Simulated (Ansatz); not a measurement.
**Data sheet: SnPt$_{3}$ (DFT)**

SnPt3 (Cu3Au type, Pm-3m), a = 4.025 Å, b = 4.025 Å, c = 4.025 Å, α = 90.00°, β = 90.00°, γ = 90.00°.

Space group Pm-3m (No. 221), Cu3Au type; conventional cell a = 4.0252 Å, b = 4.0252 Å, c = 4.0252 Å, α = 90.00°, β = 90.00°, γ = 90.00°.

Method: the program Ansatz at the r²SCAN level (PAW). Geometry: relaxed at this level of theory. Other levels are named where they apply.

Cell and energy:

| Item | Result |
|---|---|
| Volume per atom | 16.30 Å³ |
| Density | 17.92 g/cm³ |
| Formation energy from the elements (no fitted shifts) | -0.40 eV/atom |

Electronic structure:

| Property | Value |
|---|---|
| Electronic character | metallic (no gap) |
| Density of states at the Fermi level | 0.32 states/eV per atom (mean over ±0.08 eV) |
| Gap with spin–orbit coupling | none (metallic) |

Mechanics:

| Quantity | Result |
|---|---|
| Bulk modulus (Birch–Murnaghan fit) | 2210 kbar |
| Pressure derivative B′ | 5.4 |

Charges:

| Item | Value |
|---|---|
| Bader charges | Pt -0.42, Sn +1.25 e |

The workflow started from an entry of the Crystallography Open Database (COD). Whether it is the stable phase at ambient conditions was not checked. The r²SCAN relaxation kept the symmetry of its start; its stability against distortions is not shown here. The run is not spin-polarised. The references are the lowest solids computed at this level, not always the standard phases. Scalar-relativistic: spin–orbit coupling is off unless named, which matters more the heavier the elements.

Potentials: the later of the program's two PAW sets.
